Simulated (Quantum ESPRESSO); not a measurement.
Band energies of CaO$_{2}$H$_{2}$

```
CELL_PARAMETERS angstrom
      3.58116     0.00000     0.00000
     -1.79058     3.10138     0.00000
      0.00000     0.00000     4.76248
ATOMIC_POSITIONS crystal
  H  0.66667 0.33333 0.55656
  H  0.33333 0.66667 0.44344
  O  0.66667 0.33333 0.75959
  O  0.33333 0.66667 0.24041
  Ca 0.00000 0.00000 0.00000
```

PBEsol (pw.x of Quantum ESPRESSO, ONCV potentials, without SOC); path ΓMKΓALHA,LM,KH; energies in eV from the valence-band maximum.

| k (1/Å) | point | band 8 | band 9 | band 10 | band 11 | band 12 | band 13 | band 14 | band 15 |
|---|---|---|---|---|---|---|---|---|---|
| 0.00 | Γ | -3.40 | -1.19 | -1.19 | 0.00 | 0.00 | 4.19 | 7.49 | 7.94 |
| 0.41 |  | -3.65 | -1.17 | -1.08 | -0.77 | -0.18 | 5.23 | 6.81 | 7.46 |
| 0.81 |  | -4.12 | -1.89 | -0.89 | -0.85 | -0.51 | 5.95 | 6.95 | 7.65 |
| 1.01 | M | -4.32 | -2.03 | -0.86 | -0.77 | -0.61 | 5.86 | 7.28 | 7.72 |
| 1.21 |  | -4.32 | -1.97 | -1.03 | -0.88 | -0.43 | 6.05 | 7.22 | 7.55 |
| 1.60 | K | -4.37 | -1.72 | -1.26 | -1.26 | -0.17 | 6.79 | 7.06 | 7.06 |
| 1.79 |  | -4.26 | -1.74 | -1.24 | -1.16 | -0.21 | 6.72 | 6.89 | 7.14 |
| 2.18 |  | -3.85 | -1.28 | -1.12 | -1.04 | -0.27 | 5.95 | 6.76 | 7.09 |
| 2.57 |  | -3.46 | -1.17 | -1.16 | -0.24 | -0.04 | 4.48 | 7.36 | 7.46 |
| 2.77 | Γ | -3.40 | -1.19 | -1.19 | 0.00 | 0.00 | 4.19 | 7.49 | 7.94 |
| 3.21 |  | -4.05 | -1.05 | -1.05 | -0.18 | -0.18 | 5.28 | 7.26 | 7.79 |
| 3.43 | A | -4.46 | -0.99 | -0.99 | -0.26 | -0.26 | 5.82 | 7.16 | 7.74 |
| 3.60 |  | -4.49 | -0.98 | -0.97 | -0.33 | -0.28 | 5.85 | 7.23 | 7.66 |
| 3.93 |  | -4.56 | -0.98 | -0.94 | -0.72 | -0.34 | 6.28 | 7.16 | 7.78 |
| 4.44 | L | -4.31 | -1.29 | -1.07 | -0.99 | -0.30 | 6.79 | 7.74 | 8.55 |
| 4.83 |  | -4.40 | -1.17 | -1.14 | -0.94 | -0.74 | 7.37 | 8.22 | 8.32 |
| 5.02 | H | -4.49 | -1.09 | -1.09 | -0.99 | -0.95 | 7.88 | 7.88 | 8.28 |
| 5.17 |  | -4.44 | -1.20 | -0.99 | -0.94 | -0.91 | 7.59 | 8.00 | 8.41 |
| 5.61 |  | -4.57 | -1.10 | -0.88 | -0.65 | -0.54 | 6.51 | 7.31 | 7.63 |
| 5.90 |  | -4.55 | -0.98 | -0.92 | -0.43 | -0.32 | 5.94 | 7.35 | 7.54 |
| 6.19 | A | -4.46 | -0.99 | -0.99 | -0.26 | -0.26 | 5.82 | 7.16 | 7.74 |
| 6.19 | L | -4.31 | -1.29 | -1.07 | -0.99 | -0.30 | 6.79 | 7.74 | 8.55 |
| 6.52 |  | -4.29 | -1.71 | -0.97 | -0.86 | -0.41 | 6.27 | 7.41 | 7.97 |
| 6.85 | M | -4.32 | -2.03 | -0.86 | -0.77 | -0.61 | 5.86 | 7.28 | 7.72 |
| 6.85 | K | -4.37 | -1.72 | -1.26 | -1.26 | -0.17 | 6.79 | 7.06 | 7.06 |
| 7.02 |  | -4.39 | -1.67 | -1.23 | -1.23 | -0.23 | 6.91 | 7.16 | 7.16 |
| 7.51 | H | -4.49 | -1.09 | -1.09 | -0.99 | -0.95 | 7.88 | 7.88 | 8.28 |

The PBEsol gap is direct, 4.19 eV at Γ.

Geometry relaxed with PBE+D3(BJ).
